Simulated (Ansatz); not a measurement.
KI:
```
CELL_PARAMETERS angstrom
      0.00000     3.59116     3.59116
      3.59116     0.00000     3.59116
      3.59116     3.59116     0.00000
ATOMIC_POSITIONS crystal
  K  0.00000 0.00000 0.00000
  I  0.50000 0.50000 0.50000
```

Relaxed with PBE. Special points in fractions of this cell's reciprocal vectors: Γ (0.000, 0.000, 0.000); X (0.500, 0.000, 0.500); U (0.625, 0.250, 0.625); K (0.375, 0.375, 0.750); L (0.500, 0.500, 0.500); W (0.500, 0.250, 0.750).

Task: List the band energies nearest the valence-band maximum at these points for DFT-PBE in the program Ansatz with PAW potentials.

Result: In eV from the valence-band maximum; about four levels below and three above (degenerate sets whole), none deeper than 8.9 eV; points with the same levels are listed once.

```tsv
k	below	above
Γ	0.00 0.00 0.00	3.86 6.52 6.52 6.52
X	-0.92 -0.34 -0.34	5.02 5.66 8.05
U	-0.79 -0.69 -0.35	5.63 6.50 7.50
L	-1.21 -0.30 -0.30	5.47 7.56 8.06 8.06
W	-0.67 -0.67 -0.54	6.44 6.44 6.51
```

Space group Fm-3m (rock salt). The cell was relaxed with PBE under the symmetry of its start. Scalar-relativistic: spin–orbit coupling is off unless named, which matters more the heavier the elements.

Potentials: the later of the program's two PAW sets.
